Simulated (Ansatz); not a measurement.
How far is PAW off for SnPt3?

```yaml
crystal:
  lattice:
    - [4.00000, 0.00000, 0.00000]
    - [0.00000, 4.00000, 0.00000]
    - [0.00000, 0.00000, 4.04000]
  atoms:
    - { symbol: Sn, position: [0.00000, 0.00000, 0.00000] }
    - { symbol: Pt, position: [0.00000, 0.50000, 0.50000] }
    - { symbol: Pt, position: [0.50000, 0.00000, 0.50000] }
    - { symbol: Pt, position: [0.50000, 0.50000, 0.00000] }
```

Atoms are numbered in the order listed.

Conventional cell: a = 4.000 Å, b = 4.000 Å, c = 4.040 Å, α = 90.00°, β = 90.00°, γ = 90.00°. Sn (atom 1) has 12 Pt at 2.83 to 2.84 Å as nearest neighbours. Pt (atom 2) is surrounded by 8 Pt at 2.83 to 2.84 Å and 4 Sn at 2.84 Å. Pt (atom 4) is surrounded by 4 Sn at 2.83 Å and 8 Pt at 2.84 Å.

The cell comes from COD entry 1523555, which wasn't checked; take it as a given geometry. The listed cell was then made from it by scaling, straining or moving an atom.

Spin–orbit coupling is left out, though it moves levels of the heavy atoms by tenths of an eV or more.

All numbers are computed: DFT, LDA, PAW with Ansatz's default frozen-core files, scalar-relativistic (Ansatz 0.2.0); DFT, LDA, all-electron LAPW, scalar-relativistic (Ansatz 0.2.0).

For PAW: a Γ-centred 8×8×8 k mesh, Fermi–Dirac smearing of 0.05 eV, cutoff 420 eV, no spin polarisation; the PAW files were made with PBE, and the program remakes their frozen cores for this functional. LAPW targets a basis error of 0.5 meV/atom. The Ansatz runs share mesh, smearing and spin set-up. Plane-wave (PAW) pressures include the program's estimate of the Pulay term.

Stress and pressure are positive in compression.

PAW results:

| quantity | PAW |
| --- | --- |
| pressure (GPa) | -5.76 |
| stress xx (GPa) | -5.37 |
| stress zz (GPa) | -6.54 |

Problem. What does full-potential LAPW give for the same quantities?

Solution. 
| quantity | LAPW |
| --- | --- |
| pressure (GPa) | -5.76 |
| stress xx (GPa) | -5.37 |
| stress zz (GPa) | -6.54 |
